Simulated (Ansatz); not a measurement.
Phonons of Cs2AgBiBr6 (double-perovskite type, space group Fm-3m) at Γ.

Cs$_{2}$AgBiBr$_{6}$ (double-perovskite type, space group Fm-3m)

```
Cs2AgBiBr6
1.0
    0.00000     5.73848     5.73848
    5.73848     0.00000     5.73848
    5.73848     5.73848     0.00000
Cs Ag Bi Br
2 1 1 6
Direct
  0.25000   0.25000   0.25000
  0.75000   0.75000   0.75000
  0.50000   0.50000   0.50000
  0.00000   0.00000   0.00000
  0.74863   0.25137   0.25137
  0.25137   0.74863   0.74863
  0.25137   0.74863   0.25137
  0.74863   0.25137   0.74863
  0.25137   0.25137   0.74863
  0.74863   0.74863   0.25137
```

These are PBE (plane waves to 420 eV, PAW, scalar-relativistic; Ansatz, a quantum-chemistry and plane-wave program) values and carry that method's errors. DFPT wavenumbers on a 4×4×4 k mesh, in cm⁻¹; i marks imaginary ones, q is in fractions of the reciprocal vectors of the cell shown, and the three acoustic modes at Γ are left out. The non-analytic (LO-TO) term is not included, so polar modes at Γ have their transverse values. This mesh is coarse for a metal or narrow-gap crystal: a denser one can move the values by 10 % and more. Cs2AgBiBr6 was relaxed with its symmetry unable to fall. Spin-orbit coupling is left out, though Bi is heavy.

| q | wavenumbers (cm⁻¹) |
|---|---|
| Γ | 16i (×3), 29 (×3), 29 (×3), 37 (×3), 48 (×3), 63 (×3), 85 (×3), 118 (×2), 126 (×3), 161 |

Highest mode: 161 cm⁻¹ at Γ.
